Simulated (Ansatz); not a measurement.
Relaxed NaF (rock salt):

```
CELL_PARAMETERS angstrom
      0.00000     2.35078     2.35078
      2.35078     0.00000     2.35078
      2.35078     2.35078     0.00000
ATOMIC_POSITIONS crystal
  F  0.00000 0.00000 0.00000
  Na 0.50000 0.50000 0.50000
```

In this cell atom 1 (F, nearest neighbour Na at 2.351 Å; its periodic images, 3.3 Å or more away, move with it) is moved by u·(1.000, 0.000, 0.000) + v·(0.000, 0.000, 1.000); the rest is frozen.

Calculation: PBE (plane waves to 420 eV, PAW, scalar-relativistic; Ansatz, a first-principles code). k mesh 10×10×10 (Γ-centred), Fermi-Dirac smearing 0.05 eV. Energies are smeared free energies. NaF was relaxed with its symmetry unable to fall. The relaxed volume of NaF is well above the measured one; the method has no dispersion term.

Changes of ΔE (eV/cell) from the point u = 0.000 Å, v = 0.000 Å when one coordinate moves alone (two changes are said to add if the coupling is within 5 % of the smaller one, nearly so within 20 %):

| point | change |
|---|---|
| u = 0.000 Å, v = -0.590 Å | 0.7922 |
| u = 0.000 Å, v = -0.393 Å | 0.2278 |
| u = 0.000 Å, v = -0.197 Å | 0.0416 |
| u = -0.590 Å, v = 0.000 Å | 0.7922 |
| u = -0.393 Å, v = 0.000 Å | 0.2278 |
| u = -0.197 Å, v = 0.000 Å | 0.0416 |
| u = 0.197 Å, v = 0.000 Å | 0.0416 |
| u = 0.393 Å, v = 0.000 Å | 0.2278 |
| u = 0.590 Å, v = 0.000 Å | 0.7922 |
| u = 0.000 Å, v = 0.197 Å | 0.0416 |
| u = 0.000 Å, v = 0.393 Å | 0.2278 |
| u = 0.000 Å, v = 0.590 Å | 0.7922 |

Problem. Do the two effects add at u = 0.393 Å, v = -0.393 Å? Give the computed change.

Solution. The sum of the single changes is 0.2278 + (0.2278) = 0.4556; the calculation gives 0.3563, so the coupling contributes -0.0993 (over 20 % of the smaller single change, not additive).

Problem. What is the change at u = 0.590 Å, v = -0.393 Å, where both move, and how far is it from the sum?

Solution. The sum of the single changes is 0.7922 + (0.2278) = 1.0200; the calculation gives 0.7511, so the coupling contributes -0.2689 (over 20 % of the smaller single change, not additive).

Problem. What is the change at u = -0.590 Å, v = 0.197 Å, where both move, and how far is it from the sum?

Solution. The sum of the single changes is 0.7922 + (0.0416) = 0.8338; the calculation gives 0.7685, so the coupling contributes -0.0653 (over 20 % of the smaller single change, not additive).

(A displaced cell: forces are minus the slopes of the energy, force constants its curvatures, and phonons follow from these.)
